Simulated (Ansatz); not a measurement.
Here is the system:

Tl(CuS)$_{2}$ (space group I4/mmm)

```xyz
5
Lattice="-1.8493 1.8493 6.6882 1.8493 -1.8493 6.6882 1.8493 1.8493 -6.6882" Properties=species:S:1:pos:R:3 pbc="T T T"
Tl     0.0000     0.0000     0.0000
Cu     0.0000     1.8493     3.3441
Cu     1.8493     0.0000     3.3441
S      0.0000     0.0000     8.6336
S      0.0000     0.0000     4.7428
```

Equation-of-state scan: isotropic scaling of the cell above, V₀ being its volume. The atoms relax within the cell's symmetry.

Method: PBEsol (plane waves to 420 eV, PAW, scalar-relativistic; Ansatz, an electronic-structure program). k mesh 18×18×18 (Γ-centred), Fermi-Dirac smearing 0.05 eV. The energy includes the smearing's −TS. Compression counts positive. With the shape held, the modulus is that of even scaling; a crystal free to change shape is softer. Spin-orbit coupling is left out, though Tl is heavy. Tl(CuS)2 is run without spin polarisation. Tl(CuS)2 was relaxed with its symmetry unable to fall. ΔE is measured from the relaxed starting cell.

The scan covers V/V₀ from 0.940 to 1.060 in 11 points.

Question: What is ΔE at V/V₀ = 0.940?

Answer: 12 meV/atom.

Question: What pressure does the cell carry at V/V₀ = 0.940?

Answer: 3.7 GPa.

Question: What is ΔE at V/V₀ = 1.060?

Answer: 9 meV/atom.

(A scan under strain: stresses follow from slopes of the energy per volume, elastic moduli from its curvatures.)
